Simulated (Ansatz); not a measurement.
**MgVFeP₄O₁₄, one structure, two calculations**

Cell: a computed structure from the Materials Project (it need not be an observed phase), atoms as given.

```xyz
21
Lattice="5.0558 0.0000 0.0000 -2.0855 6.8340 0.0000 -0.3321 -0.1388 8.1856" Properties=species:S:1:pos:R:3 pbc="T T T"
Mg    0.9726    0.3426    6.9509
V    -0.5938    4.8494    3.9506
Fe    3.5228    1.9936    0.1532
P     0.5738    3.3186    6.5676
P     0.9845    0.6829    1.9161
P     1.8606    5.9016    5.8942
P     1.8984    3.3746    2.4910
O    -1.6715    5.7701    5.5575
O    -1.0402    6.2695    2.8333
O    -0.4825    3.2254    7.6237
O    -0.0404    3.5135    5.1518
O     0.5109    4.0430    2.5977
O     0.9214    5.9952    4.7120
O     1.4417    4.6636    6.8174
O     1.6656    1.8009    2.8558
O     1.8637    0.5011    0.6561
O     1.5829    2.1577    6.5563
O     2.4728    3.4597    1.1054
O     2.8303    3.8628    3.6149
O     3.9296    0.2867    6.8380
O     4.6209    1.0504    1.5834
```

Atom numbers follow the list; atoms alike are taken as one site, whose name carries the number of the first.

First run. The numbers come from a DFT calculation in Ansatz (PBE, plane waves and PAW, scalar-relativistic, collinear spin, 420 eV cutoff, Γ-centred 4×3×3 k-points, Fermi–Dirac smearing 0.02 eV). Start moments as typed (μB): 1 on each V, 4 on each Fe, none on the rest.

```tsv
site	atom	V_zz (10²¹ V/m²)	η	m (μB)
Mg	1	2.78	0.77	0.00
V	2	3.39	0.77	-0.96
Fe	3	12.09	0.22	3.50
P4	4	5.64	0.41	0.00
P5	5	3.53	0.76	0.00
P6	6	4.08	0.82	0.00
O9	9	10.32	0.05	0.02
O10	10	9.11	0.31	0.05
O11	11	9.50	0.23	0.02
O12	12	10.38	0.11	0.00
O13	13	9.62	0.14	0.00
O14	14	13.67	0.28	0.00
O16	16	9.40	0.43	0.03
O19	19	10.09	0.19	0.00
```

Second run. The same atoms and settings, except that the mesh is 7×5×4 and the Fermi–Dirac smearing is 0.05 eV.

(1) Given the first result, estimate the second.

## Answers

(1) 

| site | atom | V_zz | η | change of V_zz | m (μB) |
| --- | --- | --- | --- | --- | --- |
| Mg | 1 | 2.78 | 0.77 | 0.00 | 0.00 |
| V | 2 | -3.07 | 0.99 | – | -0.97 |
| Fe | 3 | 11.74 | 0.21 | -0.35 | 3.51 |
| P4 | 4 | 5.63 | 0.41 | -0.01 | 0.00 |
| P5 | 5 | 3.50 | 0.75 | -0.03 | 0.00 |
| P6 | 6 | 4.09 | 0.82 | +0.01 | 0.00 |
| O9 | 9 | 10.35 | 0.04 | +0.03 | 0.02 |
| O10 | 10 | 9.14 | 0.31 | +0.03 | 0.05 |
| O11 | 11 | 9.54 | 0.20 | +0.04 | 0.02 |
| O12 | 12 | 10.37 | 0.11 | -0.01 | 0.00 |
| O13 | 13 | 9.62 | 0.13 | 0.00 | 0.00 |
| O14 | 14 | 13.68 | 0.27 | +0.01 | 0.00 |
| O16 | 16 | 9.38 | 0.43 | -0.02 | 0.03 |
| O19 | 19 | 10.11 | 0.19 | +0.02 | 0.00 |

The largest change of V_zz along a kept axis is on Fe, from 12.09 to 11.74. In per cent, |V_zz| changes by 0 on Mg, -3 on Fe, -1 to 0 on P, 0 on O (all sites that start above 2, bar those whose gradient vanishes or changes sign or whose main axis turns by over 40°). On V the largest principal value lies along another axis in the second run, so the two V_zz can't be compared directly. The table leaves out 7 of the 21 sites, with |V_zz| up to 12.93; their tensors move by 0.03 at most along any direction. The statements above cover all sites. Isomer shifts (Fe against α-Fe, from the density at the nucleus and a line fitted to measured compounds for each functional; the lines scatter by about 0.1 mm/s, so smaller changes between functionals mean little): Fe 1.20 → 1.20 mm/s.

The largest force is 1.3 eV/Å, so the atoms aren't at the calculated equilibrium and relaxing them would move these values. The moments were started parallel, and the run ended with some of them reversed. Semilocal functionals can leave a metal where correlation in the d or f shell opens a gap in the real compound, and that would change the values at and beside Fe and V. With these PAW files V_zz is typically within 2 to 3 % of all-electron values, but misses above 10 % occur on Fe. The run lost the sense of its start on V, where the moments end reversed; a state with other moments may lie lower. The magnetic order is the one that the run reached from its start moments, not necessarily the measured one.
For the second run: The program didn't check the stability of this electronic state in full, so a lower one may lie near.
